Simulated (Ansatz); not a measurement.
A trial cell of MgCd5Se6, before relaxation:

```
CELL_PARAMETERS angstrom
4.16497 0.00000 0.00000
-2.08249 3.60697 0.00000
0.00000 0.00000 20.40412
ATOMIC_POSITIONS crystal
Mg 0.00000 0.00000 0.00000
Cd 0.33333 0.66667 0.83333
Cd 0.66667 0.33333 0.66667
Cd 0.00000 0.00000 0.50000
Cd 0.33333 0.66667 0.33333
Cd 0.66667 0.33333 0.16667
Se 0.66667 0.33333 0.91667
Se 0.00000 0.00000 0.75000
Se 0.33333 0.66667 0.58333
Se 0.66667 0.33333 0.41667
Se 0.00000 0.00000 0.25000
Se 0.33333 0.66667 0.08333
```

All numbers below come from DFT PBE, scalar-relativistic, plane waves, PAW (Ansatz). Cutoff 420 eV, Gaussian smearing, Γ-centred meshes. Cell and atoms relax first on a coarse mesh and then on a finer one. In between, the cell is made exact in the group found at 0.06 Å. In metals the finer mesh still leaves noise of several meV/atom or more. The steps can't lower the symmetry of their start. No spin polarisation.

A guess keeps its type if space group and coordination stay and the shape of the cell changes little (axis ratios within about 15 %, angles within 6°); the volume may change.

Task: Does it keep its structure type, or change into something else?

Result: It keeps its type. The symmetry stays P-3m1 (No. 164). The volume per atom shrinks by 9.3 %, from 25.5 to 23.2 Å³. The shortest distance goes from 2.95 Å (Cd–Se and Mg–Se) to 2.79 Å (Mg–Se). The ratio c/a of the conventional cell changes by a factor of 1.00. Counting neighbours within 15 % of an atom's shortest distance, the start has Cd 6, Mg 6, Se 6 and the end Cd 6, Mg 6, Se 6.

The last run used a 12×12×2 mesh (in the run's order of axes) for its 12-atom cell and Gaussian smearing of 0.10 eV. A structure relaxed within its symmetry needn't be a true minimum.
